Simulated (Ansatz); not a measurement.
# How much do the gradients of SiMo3 depend on the method?

Cell: a structure deposited in the COD, atoms as given.

Space group Pm-3n (No. 223); a = 4.8930 Å.

| site | Wyckoff | site symmetry | x | y | z |
| --- | --- | --- | --- | --- | --- |
| Si | 2a | m-3. | 0.0000 | 0.0000 | 0.0000 |
| Mo | 6c | -4m.2 | 0.2500 | 0.0000 | 0.5000 |

One atom of each set is listed.

First run. Computed with Ansatz: DFT, PBE, plane waves and PAW, scalar-relativistic, 420 eV cutoff, Γ-centred 9×9×9 k-points, Fermi–Dirac smearing 0.02 eV.

```csv
site,V_zz (10²¹ V/m²),η
Mo,4.61,0.00
```

Second run. The same atoms and settings, except that spin–orbit coupling is included (fully relativistic PAW files), the mesh is 10×10×10 and the Fermi–Dirac smearing is 0.05 eV.

Question: What does the second run give?

Answer: 

```
site  V_zz     η  change of V_zz
  Mo  3.80  0.00           -0.81
```

The largest change of V_zz is on Mo, from 4.61 to 3.80. In per cent, |V_zz| changes by -18 on Mo (all sites that start above 2). Sites without a gradient aren't listed.
